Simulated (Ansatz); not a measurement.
Level of theory: DFT PBE, scalar-relativistic, plane waves, PAW in Ansatz 0.2.0. Cutoff 420 eV, Γ-centred meshes of about 0.25 Å⁻¹ or finer for metals and 0.3 Å⁻¹ for insulators (2π included), Gaussian smearing. No spin polarisation.

All energies are static (0 K, no zero-point motion).

Two forms of MgSn6N were relaxed alike.

A. Space group P312 (No. 149), trigonal, a = 7.051 Å, c = 4.809 Å. Around Mg lie 6 Sn at 2.93 Å; Sn is surrounded by 1 N at 2.47 Å, 1 Sn at 2.87 Å and 1 Mg at 2.93 Å; N has 6 Sn at 2.47 Å.

B. Space group R-3 (No. 148), trigonal, a = 6.821 Å, c = 14.955 Å. Mg has 6 Sn at 3.06 Å; Sn has 1 N at 2.48 Å and 1 Mg at 3.06 Å; N has 6 Sn at 2.48 Å.

Problem. Which is lower in energy, and by how much?

Solution. B is lower, by 50 meV/atom. A has space group P312 (No. 149), 25.9 Å³/atom and no gap on its mesh; B has space group R-3 (No. 148), 25.1 Å³/atom and no gap. The denser one is the lower, and pressure would at first widen the difference. Even the lower one lies +0.27 eV/atom against the reference forms of the elements (uncorrected), so neither is stable at this level. Both come from trial cells of a structure search, whose lowest cell (P2/m, 23.8 Å³/atom) lies 0.31 eV/atom below the lower of the two.

Cells relaxed within their symmetry can be saddle points. Some structure types and database cells were kept out of the candidates from the start, so a known form may be missing.
